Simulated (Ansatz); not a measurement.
CrC2 (AlB2-type structure)

Method: PBEsol, scalar-relativistic; collinear spin; PAW, 420 eV, 12×12×10 k-mesh, Gaussian smearing of 0.05 eV; code Ansatz; PAW files: Ansatz's generated set soft_2.

```yaml
crystal:
  lattice:
    - [2.55717, 0.00000, 0.00000]
    - [-1.27859, 2.21458, 0.00000]
    - [0.00000, 0.00000, 4.06448]
  atoms:
    - { symbol: Cr, position: [0.00000, 0.00000, 0.00000] }
    - { symbol: C, position: [0.33333, 0.66667, 0.50000] }
    - { symbol: C, position: [0.66667, 0.33333, 0.50000] }
```

The structure was built from a prototype; whether the compound forms in it isn't claimed.

Magnetic state: ferromagnetic, site spin moments Cr 1.88 μB.

At this volume the pressure is 0.00 GPa.

The cell has space group P6/mmm (read at 0.01 Å). In it the stress is -0.01, -0.01, 0.02, 0.00, 0.00, 0.00 GPa and the largest force component 0.000 eV/Å. Each change below starts from this cell, without further relaxation. Stress is in GPa, positive in compression, in the order xx, yy, zz, yz, xz, xy; energies are counted from the cell above and are free energies with the smearing's entropy, which match forces and stress in a metal.

What happens when atom 3 (C) is moved by 0.08 Å along z?

The energy changes by -22.1 meV per cell, and the force on it along the shift is 0.535 eV/Å (−F/u = -6.69 eV/Å²). Stress: -0.47, -0.47, 0.61, 0.00, 0.00, 0.00. Spin moments: Cr 1.85 μB.
```
atom  Fx (eV/Å)     Fy      Fz
 Cr1      0.000  0.000   0.066
  C2      0.000  0.000  -0.601
  C3      0.000  0.000   0.535
```

The run wasn't fully tested for a lower electronic state. Site moments are of spin, integrated over atomic spheres. A displaced or strained copy of the relaxed cell lay 7.4 meV/atom lower, so the structure isn't a true minimum at this level. Only parallel moments were tried, so the real magnetic order may be another.
